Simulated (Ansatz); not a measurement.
Method: Ansatz 0.2.0, DFT PBE, scalar-relativistic, plane waves, PAW. Cutoff 420 eV, Γ-centred meshes of about 0.25 Å⁻¹ or finer for metals and 0.3 Å⁻¹ for insulators (2π included), Gaussian smearing. No spin polarisation.

Temperature and zero-point effects are left out.

Two relaxed structures of Ge3Te2O:

A.

```cif
data_structure
_symmetry_space_group_name_H-M 'Cmmm'
_symmetry_Int_Tables_number 65
_cell_length_a 8.0596
_cell_length_b 9.1868
_cell_length_c 4.2926
_cell_angle_alpha 90.000
_cell_angle_beta 90.000
_cell_angle_gamma 90.000
_cell_volume 317.83
loop_
_atom_site_label
_atom_site_type_symbol
_atom_site_symmetry_multiplicity
_atom_site_Wyckoff_symbol
_atom_site_fract_x
_atom_site_fract_y
_atom_site_fract_z
_atom_site_occupancy
Ge1 Ge 4 i 0.50000 0.19499 0.00000 1
Ge2 Ge 2 d 0.00000 0.00000 0.50000 1
Te1 Te 4 f 0.25000 0.25000 0.50000 1
O1 O 2 b 0.50000 0.00000 0.00000 1
```

B.

```cif
data_structure
_symmetry_space_group_name_H-M 'Imm2'
_symmetry_Int_Tables_number 44
_cell_length_a 4.1143
_cell_length_b 4.2267
_cell_length_c 16.9760
_cell_angle_alpha 90.000
_cell_angle_beta 90.000
_cell_angle_gamma 90.000
_cell_volume 295.21
loop_
_atom_site_label
_atom_site_type_symbol
_atom_site_symmetry_multiplicity
_atom_site_Wyckoff_symbol
_atom_site_fract_x
_atom_site_fract_y
_atom_site_fract_z
_atom_site_occupancy
Ge1 Ge 2 a 0.00000 0.00000 0.37156 1
Ge2 Ge 2 b 0.50000 0.00000 0.22992 1
Ge3 Ge 2 a 0.50000 0.50000 0.02778 1
Te1 Te 2 b 0.00000 0.50000 0.25255 1
Te2 Te 2 a 0.00000 0.00000 0.02666 1
O1 O 2 b 0.50000 0.00000 0.34153 1
```

Question: Which form is favoured at zero pressure, and by what margin per atom?

Answer: B is lower, by 17 meV/atom. A has space group Cmmm (No. 65), 26.5 Å³/atom and no gap on its mesh; B has space group Imm2 (No. 44), 24.6 Å³/atom and no gap. Counting Ge or Te atoms around O (for each partner element, those within 1.25 times its shortest distance or 1.15 times the sum of covalent radii, where it is the nearest in units of that sum or under 1.3), A has O 2 and B has O 3. In A, around Ge on a site of symmetry m2m lie 1 O at 1.79 Å, 4 Te at 2.99 Å and 3 Ge at 3.53–3.58 Å; Te has 6 Ge at 2.99–3.06 Å; O is surrounded by 2 Ge at 1.79 Å; 1 more site not described. In B, Ge on its first site is surrounded by 2 O at 2.12 Å, 1 Ge at 2.65 Å and 2 Te at 2.92 Å; Te on its first site has 6 Ge at 2.92–2.97 Å and 4 O at 3.31 Å; O has 1 Ge at 1.89 Å, 2 Ge at 2.12 Å and 4 Te at 3.31 Å; 3 more sites not described. Both come from trial cells of a structure search, whose lowest cell (P2_1, 25.4 Å³/atom) lies 171 meV/atom below the lower of the two.

The k mesh leaves some 4 meV/atom of noise in the energy of each metallic cell. No dispersion correction is applied, so the spacing and binding between layers, chains or molecules are poorly described (Imm2), and this can change margins and order among such cells. These runs have no spin–orbit coupling, which can matter for Te. The zero gap of Imm2 may come from the functional, which often closes small gaps. Cells relaxed within their symmetry can be saddle points. Some structure types and database cells were kept out of the candidates from the start, so a known form may be missing.
